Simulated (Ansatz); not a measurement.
BiBrO:
```cif
data_Bi2Br2O2
_chemical_formula_sum 'Bi2 Br2 O2'
_space_group_name_H-M_alt 'P 1'
_space_group_IT_number 1
_cell_length_a 3.91924
_cell_length_b 3.91924
_cell_length_c 8.27574
_cell_angle_alpha 90.000
_cell_angle_beta 90.000
_cell_angle_gamma 90.000
loop_
_space_group_symop_operation_xyz
  'x, y, z'
loop_
_atom_site_label
_atom_site_type_symbol
_atom_site_fract_x
_atom_site_fract_y
_atom_site_fract_z
_atom_site_occupancy
Bi1 Bi 0.00000 0.50000 0.84945 1
Bi2 Bi 0.50000 0.00000 0.15055 1
Br1 Br 0.50000 0.00000 0.66074 1
Br2 Br 0.00000 0.50000 0.33926 1
O1 O 0.00000 0.00000 0.00000 1
O2 O 0.50000 0.50000 0.00000 1
```

Relaxed with r²SCAN+D4. r²SCAN+D4 in the plane-wave PAW code Ansatz gives a gap of 2.58 eV.

What gap does HSE06 give on the same cell (Ansatz, PAW)?

3.08 eV, 0.50 eV more. The hybrid was solved on a coarser mesh and at special points; the gap given is the minimum over both.

```json
[
 {"k": "Γ", "v1 r²SCAN+D4": "-0.67", "c1 r²SCAN+D4": "2.76", "v1 HSE06": "(withheld)", "c1 HSE06": "(withheld)"},
 {"k": "Z", "v1 r²SCAN+D4": "-0.22", "c1 r²SCAN+D4": "2.58", "v1 HSE06": "-0.26", "c1 HSE06": "3.08"},
 {"k": "M", "v1 r²SCAN+D4": "-0.84", "c1 r²SCAN+D4": "3.84", "v1 HSE06": "(withheld)", "c1 HSE06": "(withheld)"},
 {"k": "A", "v1 r²SCAN+D4": "-1.09", "c1 r²SCAN+D4": "4.41", "v1 HSE06": "(withheld)", "c1 HSE06": "(withheld)"},
 {"k": "R", "v1 r²SCAN+D4": "-0.13", "c1 r²SCAN+D4": "4.69", "v1 HSE06": "-0.15", "c1 HSE06": "5.18"},
 {"k": "X", "v1 r²SCAN+D4": "-0.15", "c1 r²SCAN+D4": "4.83", "v1 HSE06": "(withheld)", "c1 HSE06": "(withheld)"}
]
```

Top valence (v1) and lowest conduction level (c1) in eV from each method's valence maximum (which need not be a listed point): supply the withheld HSE06 values.


- A, v1 HSE06: -1.21
- A, c1 HSE06: 4.94
- Γ, v1 HSE06: -0.74
- Γ, c1 HSE06: 3.26
- M, v1 HSE06: -0.94
- M, c1 HSE06: 4.34
- X, v1 HSE06: -0.17
- X, c1 HSE06: 5.34

Cost on shared cores: the r²SCAN+D4 run (SCF on a 7×7×4 mesh, then bands and DOS) around 70 core-seconds (rough), the HSE06 run (SCF on 4×4×2, then a few points) roughly 100 core-seconds; the tasks are unlike.

Space group P4/nmm. The first step of the workflow began from a Materials Project structure, measured or hypothetical; the Crystallography Open Database files this formula in space group No. 129, but the cells were not matched. Its standing as an ambient phase is unchecked. The cell was relaxed with r²SCAN+D4 under the symmetry of its start; whether a distortion lowers the energy is not shown. Spin–orbit coupling is left out wherever it is not named.

Potentials: the later of the program's two PAW sets.
